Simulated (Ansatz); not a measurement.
FeCo (CsCl type, space group No. 221) under volume change, PBEsol (plane waves, PAW; program Ansatz), scaled uniformly.

```tsv
V (Å³/atom)	E − E(relaxed) (meV/atom)	P (GPa)
9.993	[?]	[?]
10.323	29.6	15.37
10.652	[?]	[?]
10.982	0.0	0.00
11.311	6.2	-5.84
11.640	23.6	-10.96
11.970	50.7	-15.30
```

### Question
Complete the blanks.

### Answer

- 10.652, E − E(relaxed) (meV/atom): 6.9
- 10.652, P (GPa): 6.96
- 9.993, E − E(relaxed) (meV/atom): 71.4
- 9.993, P (GPa): 25.60

### Question
What does a third-order Birch–Murnaghan fit give for V₀, B₀ and B′?

### Answer
V₀ = 10.98 Å³/atom, B₀ = 216 GPa, B′ = 4.8.

Space group Pm-3m (CsCl type). Symmetry was held in the PBEsol relaxation. Magnetic state: ferromagnetic, chosen from 5 collinear starts compared on coarse meshes (ties went to the first, and starts can fall back to one state), not a proven ground state. Textbook magnetic order: ferromagnetic.

Potentials: the later of the program's two PAW sets.
